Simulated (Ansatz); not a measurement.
Si₂W (MoSi2 or CaC2 type) was relaxed and computed twice in Ansatz (plane waves, PAW), once with LDA and once with PBE.

```tsv
	run 1	run 2
cell	a = 3.185 Å, b = 3.185 Å, c = 7.772 Å, α = 90.00°, β = 90.00°, γ = 90.00°	a = b = 3.2290 Å, c = 7.8674 Å, α = β = γ = 90.00°
ΔH_f (eV/atom)	-0.44	-0.34
B₀ by P(V) fit (GPa)	238	217
```

### Question
Which run used which functional?

### Answer
Run 1 is LDA, run 2 is PBE.

All cells were relaxed under the symmetry of their starts (and spin orders); stability against distortions was not tested throughout. Rows with no word on spin ran without spin polarisation. Scalar-relativistic: spin–orbit coupling is off unless named, which matters more the heavier the elements.

Potentials: the later of the program's two PAW sets.

Ansatz (a first-principles code) is a plane-wave DFT program.

Formation energies count from the lowest solids of the elements computed at the same level, not from gases.
